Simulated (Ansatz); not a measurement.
# Two Ansatz runs on CoBi

The cell was built from the rocksalt type and relaxed in the same program; it needn't be a known or the stable phase. The listed cell was then made from it by scaling, straining or moving an atom.

First run: DFT, PBE, PAW with Ansatz's default frozen-core files, scalar-relativistic (Ansatz 0.2.0).

Command: `ansatz run input.yaml --threads 1 --pin off --max-ram 3072MiB --backend cpu --events-out ev --progress --plain --runs-dir out` The run took about 6.6 s on 1 thread of a shared machine.

```yaml
crystal:
  lattice:
    - [0.0, 2.7226517207, 2.7226517207]
    - [2.7226517207, 0.0, 2.7226517207]
    - [2.7226517207, 2.7226517207, 0.0]
  atoms:
    - { symbol: Co, position: [0.0, 0.0, 0.0], spin: 2.0 }
    - { symbol: Bi, position: [0.5, 0.5, 0.5] }
magnetization:
  spin_polarized: true
kpoints:
  mp_grid: { grid: [13, 13, 13] }
scf:
  occupations: { method: fermi_dirac, width: 0.05 }
hamiltonian:
  xc: pbe
  pseudopotentials: { kind: paw }
output:
  forces: true
  stress: true
  eigenvalues: true
  efg: { contact_densities: true }
```

Result: converged; pressure -1.93 GPa; moment 0.61 μB; 13 SCF iterations.

Spin–orbit coupling is left out, though it moves levels of the heavy atoms by tenths of an eV or more.

The input is then changed:

```diff
@@ -16,4 +16,5 @@
   xc: pbe
   pseudopotentials: { kind: paw }
+  dispersion: d3bj
 output:
   forces: true
@@ -21,3 +22,7 @@
   eigenvalues: true
   efg: { contact_densities: true }
+  write_density: true
+  write_potential: true
+  elf: true
+  volumetric_format: npy
```

**Question.** What does the second run give?

**Answer.** It converged; pressure -5.61 GPa; moment 0.61 μB; 13 SCF iterations.
